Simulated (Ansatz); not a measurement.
Given:

AlPt:
```cif
data_AlPt
_chemical_formula_sum 'Al1 Pt1'
_space_group_name_H-M_alt 'Pm-3m'
_space_group_IT_number 221
_space_group_name_Hall '-P 4 2 3'
_cell_length_a 3.06045
_cell_length_b 3.06045
_cell_length_c 3.06045
_cell_angle_alpha 90.000
_cell_angle_beta 90.000
_cell_angle_gamma 90.000
loop_
_atom_site_label
_atom_site_type_symbol
_atom_site_symmetry_multiplicity
_atom_site_Wyckoff_symbol
_atom_site_fract_x
_atom_site_fract_y
_atom_site_fract_z
_atom_site_occupancy
Al1 Al 1 a 0.00000 0.00000 0.00000 1
Pt1 Pt 1 b 0.50000 0.50000 0.50000 1
```

This is the PBEsol-relaxed structure.

**Question.** All from plane-wave PAW PBEsol (Ansatz code), unless another level is named. Give the highest zone-centre frequency.

**Answer.** 224 cm⁻¹.

**Question.** Give the bulk modulus (Birch–Murnaghan fit).

**Answer.** 202 GPa.

**Question.** Give the elastic constants (relaxed ions, GPa).

**Answer.** C11 = 208, C12 = 198, C44 = 88.0.

The first step of the workflow began from a Materials Project structure, measured or hypothetical; the Crystallography Open Database copy checked does not list it. With Al and Pt taken as one species the cell has the higher symmetry Im-3m, so it may be an ordered model of a mixed-site phase. Whether it is the stable phase at ambient conditions was not checked. Symmetry was held in the PBEsol relaxation; phonons on a q-mesh show weakly imaginary modes. No spin polarisation was allowed. As this level gives no gap, shear constants depend on the k-mesh and smearing (Fermi–Dirac, 0.1 eV here). As this level gives no gap, phonon frequencies hold no LO–TO term and depend on the k-mesh and smearing (Fermi–Dirac, 0.1 eV here). Spin–orbit coupling is left out wherever it is not named.

Potentials: the later of the program's two PAW sets.
